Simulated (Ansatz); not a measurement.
Formation energies in the Ga–Ni system, lowest calculated structure of each composition. Method: PBEsol (plane waves to 420 eV, PAW, scalar-relativistic; Ansatz, an electronic-structure program). Element references, the lowest calculated here: Ga (Cmce), Ni (Fm-3m, ferromagnetic).

```csv
phase,x(Ni),space group,E_f (eV/atom),above hull (eV/atom)
Ga,0.000,Cmce,0.00,0.00
GaNi,0.500,Pm-3m,-0.41,0.00
GaNi3,0.750,Pm-3m,-0.32,0.00
Ni,1.000,Fm-3m,0.00,0.00
```

On the hull: GaNi3, GaNi.

Hull of the energies calculated here, no anion corrections, zero temperature, no zero-point energy; an uncalculated phase could lie lower. Values are rounded to 0.01 eV/atom. Spin states reached: ferromagnetic, non-magnetic; non-magnetic ones ran without spin or lost their moments; spin orders were not searched systematically.
